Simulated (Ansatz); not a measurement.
Polymorphs of W, each relaxed with PBEsol in the plane-wave PAW code Ansatz:

A: bcc (W type) (Im-3m)
a = 3.155 Å, b = 3.155 Å, c = 3.155 Å, α = 90.00°, β = 90.00°, γ = 90.00°

```
atom  site  symmetry       x       y       z
----  ----  --------  ------  ------  ------
W       2a      m-3m  0.0000  0.0000  0.0000
```

B: A15 (β-W type) (Pm-3n)
a = b = c = 5.0323 Å, α = β = γ = 90.00°

```tsv
atom	site	symmetry	x	y	z
W	2a	m-3.	0.0000	0.0000	0.0000
W	6c	-4m.2	0.0000	0.5000	0.2500
```

**Question.** Rank these by energy per atom at 0 K (lowest first), as PBEsol gives it.

**Answer.** A (+0 meV/atom), B (+88 meV/atom)

Not the usual ambient phase: B. All cells were relaxed under the symmetry of their starts (and spin orders); stability against distortions was not tested throughout. Named crystals with no word on spin ran without spin polarisation. Spin–orbit coupling is left out wherever it is not named.

Energies hold the estimated change up to a 700 eV cutoff; steps of a few meV lie near the error of the meshes.

Potentials: the earlier of the program's two PAW sets. The files were generated under PBE; for other functionals the program regenerates the frozen cores, and for LDA and PBEsol the local potential too.
